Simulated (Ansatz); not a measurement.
## Notes on Rb2NaRhF6

```xyz
10
Lattice="-0.0044 4.2117 4.2420 4.2222 0.0340 4.2036 4.3096 4.2608 -0.0534" Properties=species:S:1:pos:R:3 pbc="T T T"
Na    4.2145    4.2303    4.0980
Rh    8.4400    4.2664    4.1189
Rb    2.0812    2.0743    2.0706
Rb    6.4125    6.3238    6.2302
F     1.9779    4.1858    4.2018
F     4.2109    1.9003    4.1947
F     6.6010    4.2252    4.1658
F     4.3007    6.5477    4.2759
F     4.2386    4.2422    1.9304
F     4.3184    4.2952    6.4870
```

Method: r2SCAN, no spin polarisation; PAW, plane waves to 500 eV, 4×4×4 (shifted by 0, 0.5, 0 steps) mesh, gaussian occupations (width 0.0189 eV) (Ansatz 0.2.0), atoms fixed.

Task: Metal or insulator? Give the gap.

Result: The gap on the k mesh is 2.56 eV; the mesh may miss the band edges, so the true gap of this level can be smaller.

Task: What does the stress say?

Result: The pressure is 4.0 GPa (compression positive), so with the atoms held at these fractions the cell would first expand; the forces are large, so a full relaxation may end otherwise. The principal stresses 1.2, 4.0, 6.8 GPa differ, so its shape would change too.

Task: Which orbitals make up the band edges?

Result: Within 0.7 eV of the edges, the states project mainly on Rh d (73 %) and F p (26 %) below the gap and on Rh d (66 %) and F p (27 %) above it.

Task: Describe some of the short contacts.

Result: Rh–F at 1.84 Å: least valence density 1.00 e/Å³ and ELF 0.18 there. Na–F at 2.17 Å: least valence density 0.17 e/Å³ and ELF 0.02 there, a closed-shell (ionic or weak) contact. Rb–F at 2.89 Å: least valence density 0.09 e/Å³ and ELF 0.03 there, a closed-shell (ionic or weak) contact. These are pseudo-fields; inside the PAW spheres they differ from the all-electron ones.

Origin: a strained cell with displaced atoms, so it need not be a known compound. Caveats: an odd or shifted mesh can miss the band edges, so this level's true gap may be smaller; atoms or cell far from equilibrium.
